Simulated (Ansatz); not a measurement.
This cell of SiO2 (space group P4_32_12) is off equilibrium:

```yaml
crystal:
  lattice:
    - [5.11810, 0.00000, 0.00000]
    - [0.00000, 5.11810, 0.00000]
    - [0.00000, 0.00000, 7.13526]
  atoms:
    - { symbol: Si, position: [0.21199, 0.21199, 0.00000] }
    - { symbol: Si, position: [0.28801, 0.71199, 0.75000] }
    - { symbol: Si, position: [0.78801, 0.78801, 0.50000] }
    - { symbol: Si, position: [0.71199, 0.28801, 0.25000] }
    - { symbol: O, position: [0.58139, 0.74310, 0.66849] }
    - { symbol: O, position: [0.75690, 0.08139, 0.41849] }
    - { symbol: O, position: [0.41861, 0.25690, 0.16849] }
    - { symbol: O, position: [0.24310, 0.91861, 0.91849] }
    - { symbol: O, position: [0.08139, 0.75690, 0.58151] }
    - { symbol: O, position: [0.25690, 0.41861, 0.83151] }
    - { symbol: O, position: [0.91861, 0.24310, 0.08151] }
    - { symbol: O, position: [0.74310, 0.58139, 0.33151] }
```

These are PBEsol (plane waves to 420 eV, PAW, scalar-relativistic; Ansatz, a first-principles code) values and carry that method's errors. k mesh 5×5×4 (Γ-centred), Fermi-Dirac smearing 0.05 eV. E stands for the smeared free energy. Compression counts positive. SiO2 was relaxed with its symmetry unable to fall.

Task: Give the stress tensor in GPa and the pressure.

Result: 
```
  -0.71     0.00     0.00
   0.00    -0.71     0.00
   0.00     0.00    -0.42
```
The pressure, a third of the trace, is -0.62 GPa.

Task: It is the relaxed cell scaled evenly to V/V₀ = 1.053, atoms relaxed where free. What is its energy relative to the relaxed cell?

Result: 1.6 meV/atom.

(A scan under strain: stresses follow from slopes of the energy per volume, elastic moduli from its curvatures.)
